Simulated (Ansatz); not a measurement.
Starting cell, WC (WC type, space group P-6m2):

```xyz
2
Lattice="2.9219 0.0000 0.0000 -1.4609 2.5304 0.0000 0.0000 0.0000 2.8471" Properties=species:S:1:pos:R:3 pbc="T T T"
W      0.0000     0.0000     0.0000
C      1.4609     0.8435     1.4235
```

Scan: atom 2 (C, nearest neighbour W at 2.207 Å; its periodic images, 2.8 Å or more away, move with it) is displaced towards the nearest neighbour, direction (-0.662, -0.382, -0.645) in Cartesian axes, by s. The other atoms stay.

Method: PBE (plane waves to 420 eV, PAW, scalar-relativistic; Ansatz, a quantum-chemistry and plane-wave program). k mesh 15×15×13 (Γ-centred), Fermi-Dirac smearing 0.05 eV. Left out: 1 of 11 points, with atoms too close for the PAW data. With partly filled bands, energies and forces of such displacements shift with the k mesh and the smearing. F∥ is the force on the atom along that direction. Spin-orbit coupling is left out, though W is heavy. WC is run without spin polarisation. WC was relaxed with its symmetry unable to fall. 

```json
[
 {"s (Å)": "-0.440", "F∥ (eV/Å)": "6.364"},
 {"s (Å)": "-0.352", "F∥ (eV/Å)": "5.098"},
 {"s (Å)": "-0.264", "F∥ (eV/Å)": "3.769"},
 {"s (Å)": "-0.176", "F∥ (eV/Å)": "2.486"},
 {"s (Å)": "-0.088", "F∥ (eV/Å)": "1.240"},
 {"s (Å)": "0.000", "F∥ (eV/Å)": "0.000"},
 {"s (Å)": "0.088", "F∥ (eV/Å)": "-1.308"},
 {"s (Å)": "0.176", "F∥ (eV/Å)": "-2.815"},
 {"s (Å)": "0.264", "F∥ (eV/Å)": "-4.632"},
 {"s (Å)": "0.352", "F∥ (eV/Å)": "-6.955"}
]
```

Task: What is the force constant k = d²E/ds² of this move at s = 0?

Result: 14.3 eV/Å². The forces along the line at the two nearest points give (1.240 − (-1.308)) / (2·0.088) = 14.48 eV/Å²; the next pair corrects for the finite step.

(For displaced atoms, the force is minus the slope of the energy, and its curvature is a force constant, which sets phonon frequencies.)
